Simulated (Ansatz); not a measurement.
MgO (rock salt, Fm-3m), r²SCAN in the plane-wave PAW code Ansatz, all energies at zero smearing, with the estimated change up to a 700 eV cutoff added, with one set of potentials and settings (totals compare only within such a set). Cell of 2 atoms (1 Mg, 1 O): -2498.328 eV.

| element | reference phase | E (eV/atom) |
|---|---|---|
| Mg | P6_3/mmc, 2 atoms in the cell | -1926.4080 |
| O | C2/m, 4 atoms in the cell, spin-polarised | -566.0346 |

Formation energy per atom, worked out: (-2498.328 − 1×(-1926.4080) − 1×(-566.0346))/2 = -2.943 eV/atom (-284 kJ per mol of atoms), at 0 K, without zero-point energy or fitted corrections.

Symmetry was held in the r²SCAN relaxation. The references are the lowest solids computed at this level, not always the standard phases (solids in place of the gases).

Potentials: the earlier of the program's two PAW sets.
